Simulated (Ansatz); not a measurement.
CaZn2Ge2 in space group I4/mmm (No. 139; Ge on 4e, Ca on 2a, Zn on 4d), PBEsol in the plane-wave PAW code Ansatz, all energies at zero smearing, with the estimated change up to a 700 eV cutoff added, with one set of potentials and settings (totals compare only within such a set). Cell of 5 atoms (2 Ge, 1 Ca, 2 Zn): -16864.290 eV.

```tsv
element	reference phase	E (eV/atom)
Ge	Fd-3m, 2 atoms in the cell	-4253.4978
Ca	Fm-3m, 1 atoms in the cell	-1793.7315
Zn	P6_3/mmc, 2 atoms in the cell	-3280.9077
```

Formation energy per atom, worked out: (-16864.290 − 2×(-4253.4978) − 1×(-1793.7315) − 2×(-3280.9077))/5 = -0.349 eV/atom (-34 kJ per mol of atoms), at 0 K, without zero-point energy or fitted corrections.

The workflow started from an entry of the Crystallography Open Database (COD). Its standing as an ambient phase is unchecked. The cell was relaxed with PBEsol under the symmetry of its start. At this level the phase is dynamically unstable (imaginary phonons). The references are the lowest solids computed at this level, not always the standard phases.

Potentials: the later of the program's two PAW sets.
